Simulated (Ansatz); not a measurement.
A geometry of Ir away from equilibrium: step 2 of the relaxation of a relaxed Ir cell, doubled along one cell vector, shaken by Gaussian noise of σ = 0.08 Å a coordinate. The numbers are results of r2SCAN (plane waves to 500 eV, PAW, scalar-relativistic; Ansatz, an electronic-structure program), not measurements. Γ-centred k-mesh 9×9×5 on the run's cell (coarser than for final values), Fermi–Dirac smearing 0.05 eV.

```yaml
crystal:
  lattice:
    - [3.72267, 0.01920, 0.02767]
    - [0.01920, 3.71061, 0.00887]
    - [0.05535, 0.01775, 7.42312]
  atoms:
    - { symbol: Ir, position: [0.00341, 0.52518, 0.23936] }
    - { symbol: Ir, position: [0.00532, 0.54066, 0.73111] }
    - { symbol: Ir, position: [0.47779, 0.00561, 0.26360] }
    - { symbol: Ir, position: [0.47875, 0.01452, 0.75614] }
    - { symbol: Ir, position: [0.52441, 0.48444, 0.00032] }
    - { symbol: Ir, position: [0.53120, 0.48281, 0.49774] }
```

Task: Predict the force on each atom, in eV/Å.

Result: 
```
atom     Fx     Fy     Fz
----  -----  -----  -----
Ir1   -0.03   0.39  -0.76
Ir2   -0.07   0.37   0.15
Ir3   -0.36  -0.10   0.01
Ir4   -0.30  -0.11   0.77
Ir5    0.49  -0.31  -0.25
Ir6    0.27  -0.24   0.08
```

Task: What is the pressure?

Result: -1.1 GPa, compression positive.

Task: How far above the relaxed end point is this geometry?

Result: 0.03 eV/atom; the path ends in R32 (No. 155).

No spin polarisation in the result.

The end of the path is a generated cell of Ir: the first start was made by a random draw of sites in a space group, and the end was not matched to a known phase here, so it may be hypothetical. Known forms of Ir include space group No. 225.
